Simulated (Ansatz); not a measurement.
Method: DFT PBE, scalar-relativistic, plane waves, PAW in Ansatz. Cutoff 420 eV, Γ-centred meshes of about 0.25 Å⁻¹ or finer for metals and 0.3 Å⁻¹ for insulators (2π included), Gaussian smearing. No spin polarisation.

A search over trial structures of Be2S5 gave this relaxed cell.

```
CELL_PARAMETERS angstrom
6.85106 0.00000 0.00000
3.40449 5.96111 0.00000
1.16554 2.96257 9.61378
ATOMIC_POSITIONS crystal
Be 0.99945 0.04016 0.02056
Be 0.49964 0.53746 0.02114
Be 0.49781 0.04374 0.01350
Be 0.99914 0.54278 0.01046
S 0.16289 0.22396 0.98357
S 0.66801 0.19220 0.04692
S 0.16662 0.69713 0.03798
S 0.66336 0.71843 0.99541
S 0.55856 0.73339 0.61745
S 0.63585 0.61457 0.44273
S 0.42854 0.46922 0.45396
S 0.03389 0.88277 0.57390
S 0.11120 0.76325 0.39949
S 0.24172 0.02760 0.56294
```

Question: Is it a true minimum?

Answer: As far as tested, yes. The phonons at Γ show no imaginary mode. After random moves of the atoms it relaxes back. Other q points weren't tested. The optical modes at Γ run from 15 to 747 cm⁻¹ without the long-range field that lifts LO modes in polar insulators. Be on its first site is surrounded by 3 S at 2.00 Å; around Be on its second site lie 3 S at 2.00 Å; around Be on its third site lie 3 S at 2.00 Å; S on its first site has 3 Be at 2.00 Å; 10 more sites not described.

Weakly bound directions are ill-defined at this level, which has no dispersion term.
